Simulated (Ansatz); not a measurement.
MgTe (wurtzite, P6_3mc), PBEsol in the plane-wave PAW code Ansatz. The conduction-band minimum lies at Γ, with 1 equivalent valley. Second derivatives d²E/dk² of the lowest band at one valley (eV·Å²), along Cartesian directions:

| direction | d²E/dk² |
|---|---|
| [100] | 44.26 |
| [010] | 44.26 |
| [001] | 49.22 |
| [110] | 44.26 |
| [101] | 46.76 |
| [011] | 46.76 |

Task: Find the principal effective masses, the density-of-states mass and the conductivity mass.

Result: Off-diagonal terms follow from H_xy = H[110] − (H_xx + H_yy)/2, and m*/mₑ = 7.620 eV·Å² over each eigenvalue: 0.15, 0.17, 0.17. One valley's DOS mass (m₁m₂m₃)^(1/3) = 0.17, conductivity mass 3/(Σ 1/mᵢ) = 0.17 mₑ.

Task: What effective density of states Nc follows at 300 K for parabolic valleys?

Result: Nc = 2.509e19 × 1 × (0.17)^(3/2) ≈ 1.8e18 cm⁻³.

The PBEsol relaxation kept the symmetry of its start. Spin–orbit coupling is left out wherever it is not named.

Potentials: the later of the program's two PAW sets.

Edges and masses are those of Kohn–Sham bands, whose gap is no quasiparticle gap.
